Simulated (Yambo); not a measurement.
Yambo run on CuI (space group Cmcm, No. 63). The wavefunctions come from this Quantum ESPRESSO step (PBEsol, PseudoDojo standard norm-conserving files, scalar-relativistic):

```
&CONTROL
  calculation = 'nscf'
  pseudo_dir = './pseudo'
  outdir = './out'
/
&SYSTEM
  ibrav = 0
  nat = 4
  ntyp = 2
  ecutwfc = 92.0
  ecutrho = 368.0
  occupations = 'fixed'
  force_symmorphic = .true.
  nbnd = 225
/
&ELECTRONS
  conv_thr = 4e-09
  diago_full_acc = .true.
  diago_thr_init = 1e-08
/
ATOMIC_SPECIES
Cu 63.5460 Cu.upf
I 126.9045 I.upf
CELL_PARAMETERS angstrom
  3.305974363000  -3.494873673000   0.000000000000
  3.305974363000   3.494873673000   0.000000000000
  0.000000000000   0.000000000000   4.366443437000
ATOMIC_POSITIONS crystal
Cu   0.412912563000   0.587087437000   0.750000000000
Cu   0.587087437000   0.412912563000   0.250000000000
I   0.786321977900   0.213678022100   0.750000000000
I   0.213678022100   0.786321977900   0.250000000000
K_POINTS automatic
2 2 4 0 0 0
```

Yambo input:

```
rim_cut
gw0
dyson
el_el_corr
HF_and_locXC
ppa
em1d
RandQpts= 1000000
RandGvec= 1 Ry
EXXRLvcs= 92 Ry
VXCRLvcs= 368 Ry
Chimod= "HARTREE"
% BndsRnXp
 9 | 224 |
%
NGsBlkXp= 8 Ry
% LongDrXp
 1.0 | 1.0 | 1.0 |
%
PPAPntXp= 27.2114 eV
% GbndRnge
 1 | 224 |
%
GTermKind= "BG"
DysSolver= "n"
ExtendOut
% QPkrange
 1 | 1 | 26 | 27 |
 3 | 3 | 26 | 27 |
 4 | 4 | 26 | 27 |
 6 | 6 | 26 | 27 |
 7 | 7 | 26 | 27 |
 9 | 9 | 26 | 27 |
%
```

k points by index: 1 = Γ, 3 = (0, 0, -0.5), 4 = (0, -0.5, 0), 6 = (0, -0.5, -0.5), 7 = (-0.5, -0.5, 0), 9 = (-0.5, -0.5, -0.5).

Resulting energies as the program prints them:

```
#    K-point    Band    Eo [eV]    E [eV]    E-Eo [eV]    Vxc [eV]    Vnlxc [eV]    Sc|Eo [eV]    Sc|E [eV]    dSc/dw|Eo [eV]    Re(Z)    Im(Z)
#
    1    26    0.000000    -0.418723    -0.418723    -23.23643    -27.64724    3.859154    3.992089    -8.636120    0.759084    -0.001580
    1    27    0.756338    1.053349    0.297011    -12.00841    -8.021749    -3.615412    -3.689650    -6.798980    0.800089    -0.001394
    3    26    -1.747264    -2.384366    -0.637102    -22.87759    -29.07833    5.339068    5.563636    -9.588335    0.739441    -0.001863
    3    27    3.655591    4.024924    0.369333    -14.13194    -9.631599    -4.030393    -4.131012    -7.411331    0.785939    -0.001126
    4    26    -0.728882    -1.162593    -0.433710    -24.96299    -30.35060    4.806124    4.953892    -9.267774    0.745940    -0.001548
    4    27    2.311593    2.612004    0.300411    -12.38839    -8.038741    -3.971743    -4.049239    -7.016248    0.795009    -0.001657
    6    26    -1.122656    -1.744630    -0.621974    -22.62964    -28.26226    4.801576    5.010644    -9.144044    0.748478    -0.001711
    6    27    1.855930    2.089479    0.233549    -13.61179    -10.07812    -3.239878    -3.300120    -7.015952    0.795017    -0.001416
    7    26    -0.387117    -0.807976    -0.420859    -25.14152    -30.30933    4.605936    4.746952    -9.114158    0.749094    -0.001653
    7    27    1.077079    1.346144    0.269064    -10.79815    -6.555546    -3.907316    -3.973538    -6.694391    0.802557    -0.001384
    9    26    -1.708366    -2.296010    -0.587645    -28.70604    -36.51109    6.986619    7.217409    -10.68188    0.718100    -0.002146
    9    27    4.113674    4.476474    0.362801    -13.78071    -9.161244    -4.157778    -4.256661    -7.422772    0.785657    0.004346
```
(The two width columns are left out.) Convergence of these settings isn't established.

Spin-orbit coupling is not included.

Geometry relaxed with PBE+D3(BJ).

This is not the ordinary phase of the substance; no match was found in the copy of COD used, and its stability was not checked.
